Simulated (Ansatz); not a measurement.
# Sr3AlO4F — 87Sr nuclear quadrupole resonance

Cell: a computed structure from the Materials Project (it need not be an observed phase), atoms as given.

```cif
data_Sr3AlO4F
_symmetry_space_group_name_H-M 'I4/mcm'
_symmetry_Int_Tables_number 140
_cell_length_a 6.8358
_cell_length_b 6.8358
_cell_length_c 11.2626
_cell_angle_alpha 90.000
_cell_angle_beta 90.000
_cell_angle_gamma 90.000
loop_
_atom_site_label
_atom_site_type_symbol
_atom_site_symmetry_multiplicity
_atom_site_Wyckoff_symbol
_atom_site_fract_x
_atom_site_fract_y
_atom_site_fract_z
Sr1 Sr 8 h 0.8313 0.3313 0.5000
Sr5 Sr 4 a 0.0000 0.0000 0.2500
Al Al 4 b 0.0000 0.5000 0.2500
O O 16 l 0.8578 0.3578 0.1481
F F 4 c 0.0000 0.0000 0.5000
```

One atom of each set is listed; the run and its k-mesh use a cell of 18 atoms with edges of 7.42, 7.42, 7.42 Å.

The numbers come from a DFT calculation in Ansatz (PBE, plane waves and PAW, with spin–orbit coupling, 420 eV cutoff, Γ-centred 4×4×4 k-points, Fermi–Dirac smearing 0.02 eV).

87Sr: I = 9/2, Q = 305.0 mb (year-2017 value). Static lattice, zero field.

Q: Predict the zero-field 87Sr lines of each site.

A: For I = 9/2 and η = 0 the lines are |C_Q|/24 times 1, 2, 3 and 4; η shifts the lowest up most.

| site | atoms | V_zz (10²¹ V/m²) | C_Q (MHz) | η | line frequencies (MHz) |
| --- | --- | --- | --- | --- | --- |
| Sr1 | 4 | 3.07 | 22.6 | 0.01 | 0.943, 1.88, 2.83, 3.77 |
| Sr5 | 2 | 4.79 | 35.3 | 0.00 | 1.47, 2.94, 4.41, 5.88 |

An axis of threefold or higher order runs through Sr5, so V_zz lies along it and η is zero.
